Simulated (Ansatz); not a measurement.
Field gradients of MoS2 with Si replacing Mo from run to run

Cell of run 1: a supercell of MoS2 (space group P6_3/mmc) built from a structure deposited in the COD, with all atoms left at the host's positions.

Space group P-6m2 (No. 187); a = 6.3380, c = 12.3240 Å, γ = 120.00°.

```csv
site,Wyckoff,site symmetry,x,y,z
Si,1a,-6m2,0.0000,0.0000,0.0000
Mo2,3j,mm2,0.0000,0.5000,0.0000
Mo5,3k,mm2,0.1667,0.8333,0.5000
Mo8,1f,-6m2,0.6667,0.3333,0.5000
S9,2g,3m.,0.0000,0.0000,0.3730
S10,6n,.m.,0.0000,0.5000,0.3730
S13,6n,.m.,0.1667,0.8333,0.8730
S16,2i,3m.,0.6667,0.3333,0.8730
```

One atom of each set is listed.

Relaxed positions (PBE, cell held):

Si (0.0000, 0.0000, 0.0000)
Mo2 (0.9951, 0.4976, 0.0000)
Mo5 (0.1667, 0.8333, 0.5000)
Mo8 (0.6667, 0.3333, 0.5000)
S9 (0.0000, 0.0000, 0.3734)
S10 (0.0002, 0.5001, 0.3732)
S13 (0.1625, 0.8375, 0.8779)
S16 (0.6667, 0.3333, 0.8718)

All runs are DFT with Ansatz 0.2.0 (plane waves and PAW, scalar-relativistic unless spin–orbit coupling is named, Γ-centred meshes, Fermi–Dirac smearing where given) in this cell.

Run 1: PBE, atoms at the host's positions; 420 eV, 4×4×2 k-points, smearing 0.01 eV.
Run 2: PBE, atoms relaxed; 420 eV, 4×4×2 k-points, smearing 0.01 eV.
Run 3: r2SCAN, at the relaxed atoms; 500 eV, 4×4×2 k-points, smearing 0.01 eV.

```csv
run,Si V_zz (η),Mo2 V_zz (η),S13 V_zz (η),S16 V_zz (η)
1,-1.92 (0.00),-11.08 (0.34),-3.29 (0.26),-6.10 (0.00)
2,-2.20 (0.00),-11.43 (0.51),-4.38 (0.02),-5.91 (0.00)
3,?,?,?,?
```

V_zz in 10²¹ V/m²; 4 of the 8 sets of like atoms are followed.

(1) Estimate the row of run 3.

## Answers

(1) Si: -2.18 (0.00); Mo2: -12.09 (0.42); S13: -4.41 (0.02); S16: -5.95 (0.00). It lies nearest to run 2, from whose tensors on these sites it differs by 0.70 at most (largest principal value of the difference, on Mo2). Taken one at a time, the positions of the atoms (as given or relaxed) move the tensors on these sites by up to 1.58 (largest principal value of the change, on S13), the functional (r2SCAN with its higher cutoff) by 0.70 (Mo2).

The defect repeats with the cell of 24 atoms, so it feels its images: sites between two images don't show the values beside a lone defect, and zeros or small values of η there can come from the images' arrangement. Mo and S carry a gradient in the pure host already, so the values there aren't the defect's effect alone. Without spin–orbit coupling (the program notes it for Mo) the gradients can shift somewhat, as the gap is small. The relaxation keeps the site symmetry -6m2 of the start, so the impurity can't leave its site; a distortion that would localise the partly filled state isn't explored. In run 1 the atoms aren't at the calculated equilibrium (largest force 0.89 eV/Å). In runs 1, 2, 3 the defect cell has no gap above 0.1 eV, so the values hang on the smearing and the k-mesh. The run isn't spin-polarised, and a state with spin may lie lower.
